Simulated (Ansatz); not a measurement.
ZnSe:
```
ZnSe
1.0
    0.00000     2.86651     2.86651
    2.86651     0.00000     2.86651
    2.86651     2.86651     0.00000
Se Zn
1 1
Direct
  0.75000   0.75000   0.75000
  0.00000   0.00000   0.00000
```

Relaxed with PBE.

Q: Which orbitals make up the states near the band edges in plane-wave PAW PBE (Ansatz code)?

A: Top 1 eV of the valence band: Se 4p 90 %, Zn 3d 6 %. Bottom 1 eV of the conduction band: Zn 4s 57 %, Se 4p 21 %, Se 4s 20 %. Projections are on Löwdin-orthogonalised atomic valence shells; empty p or d shells of many metals are not among them.

Q: Tabulate the density of states.

A: States/eV per cell of 2 atoms, in 0.25 eV bins, energy from the valence-band maximum.

```
E (eV)  total  Zn 3d  Se 4p  Zn 4s
------  -----  -----  -----  -----
-7.85    0.00   0.00   0.00   0.00
-7.60    0.00   0.00   0.00   0.00
-7.35    0.00   0.00   0.00   0.00
-7.10    0.00   0.00   0.00   0.00
-6.85    0.00   0.00   0.00   0.00
-6.60    0.00   0.00   0.00   0.00
-6.35   17.97  16.67   1.17   0.11
-6.10   18.31  17.97   0.23   0.08
-5.85    3.72   3.52   0.05   0.05
-5.60    0.00   0.00   0.00   0.00
-5.35    0.00   0.00   0.00   0.00
-5.10    0.00   0.00   0.00   0.00
-4.85    0.40   0.01   0.28   0.10
-4.60    2.55   0.16   1.54   0.80
-4.35    1.63   0.15   0.95   0.46
-4.10    0.85   0.10   0.49   0.21
-3.85    0.59   0.07   0.33   0.13
-3.60    0.45   0.05   0.26   0.09
-3.35    0.34   0.04   0.19   0.07
-3.10    0.28   0.03   0.16   0.05
-2.85    0.98   0.07   0.81   0.05
-2.60    1.49   0.09   1.27   0.06
-2.35    1.39   0.08   1.18   0.05
-2.10    1.78   0.09   1.56   0.05
-1.85    2.00   0.10   1.76   0.04
-1.60    1.94   0.10   1.72   0.03
-1.35    1.89   0.10   1.68   0.02
-1.10    1.91   0.10   1.70   0.02
-0.85    1.71   0.10   1.53   0.01
-0.60    0.99   0.06   0.89   0.01
-0.35    0.61   0.04   0.55   0.00
-0.10    0.21   0.01   0.19   0.00
0.15     0.00   0.00   0.00   0.00
0.40     0.00   0.00   0.00   0.00
0.65     0.00   0.00   0.00   0.00
0.90     0.00   0.00   0.00   0.00
1.15     0.00   0.00   0.00   0.00
1.40     0.00   0.00   0.00   0.00
1.65     0.01   0.00   0.00   0.01
1.90     0.03   0.00   0.01   0.01
2.15     0.04   0.00   0.01   0.02
2.40     0.07   0.00   0.02   0.04
2.65     0.24   0.00   0.06   0.13
2.90     0.50   0.00   0.12   0.26
3.15     0.61   0.00   0.14   0.28
3.40     0.93   0.00   0.19   0.34
3.65     1.62   0.00   0.34   0.56
3.90     2.08   0.01   0.46   0.73
4.15     1.34   0.00   0.30   0.47
4.40     0.99   0.00   0.21   0.31
4.65     0.85   0.00   0.16   0.23
4.90     0.66   0.00   0.10   0.13
5.15     0.67   0.00   0.08   0.11
5.40     1.10   0.00   0.11   0.14
5.65     1.68   0.00   0.13   0.15
5.90     1.64   0.00   0.11   0.12
```

Space group F-43m (zinc blende). The PBE relaxation kept the symmetry of its start. Scalar-relativistic: spin–orbit coupling is off unless named, which matters more the heavier the elements.

Potentials: the later of the program's two PAW sets.
